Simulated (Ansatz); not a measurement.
Ta₂Se:
```
CELL_PARAMETERS angstrom
      3.37671     0.00000     0.00000
      0.00000     3.37671     0.00000
      0.00000     0.00000    10.24990
ATOMIC_POSITIONS crystal
  Ta 0.50000 0.00000 0.76688
  Ta 0.00000 0.50000 0.23312
  Ta 0.00000 0.50000 0.92565
  Ta 0.50000 0.00000 0.07435
  Se 0.00000 0.50000 0.64816
  Se 0.50000 0.00000 0.35184
```

Relaxed with r²SCAN. Special points in fractions of this cell's reciprocal vectors: Γ (0.000, 0.000, 0.000); X (0.000, 0.500, 0.000); M (0.500, 0.500, 0.000); Z (0.000, 0.000, 0.500); R (0.000, 0.500, 0.500); A (0.500, 0.500, 0.500).

Task: List the band energies nearest the Fermi level at these points for plane-wave PAW r²SCAN (Ansatz code).

Result: In eV from the Fermi level; about four levels below and three above (degenerate sets whole), none deeper than 8.9 eV; points with the same levels are listed once.

| k | below | above |
|---|---|---|
| Γ | -2.96 -2.96 -1.13 -0.16 | 0.16 0.16 0.30 0.30 |
| X | -1.55 -1.55 -1.34 -1.34 | 0.61 0.61 1.33 1.33 |
| M | -2.06 -2.06 -0.66 -0.66 | 1.45 1.45 2.91 2.91 |
| Z | -2.98 -2.98 -1.11 -0.16 | 0.15 0.15 0.29 0.29 |
| R | -1.56 -1.56 -1.22 -1.22 | 0.76 0.76 1.43 1.43 |
| A | -2.05 -2.05 -0.64 -0.64 | 1.09 1.09 3.08 3.08 |

Space group P4/nmm. The workflow started from a Materials Project entry (that database holds measured and hypothetical structures alike); the Crystallography Open Database files this formula in space group No. 129, but the cells were not matched. Its standing as an ambient phase is unchecked. The r²SCAN relaxation kept the symmetry of its start; whether a distortion lowers the energy is not shown. No spin polarisation was allowed. A crystal of weakly bound layers computed without a dispersion correction: the cell and the soft elastic constants depend strongly on that. Spin–orbit coupling is left out wherever it is not named.

Potentials: the later of the program's two PAW sets.
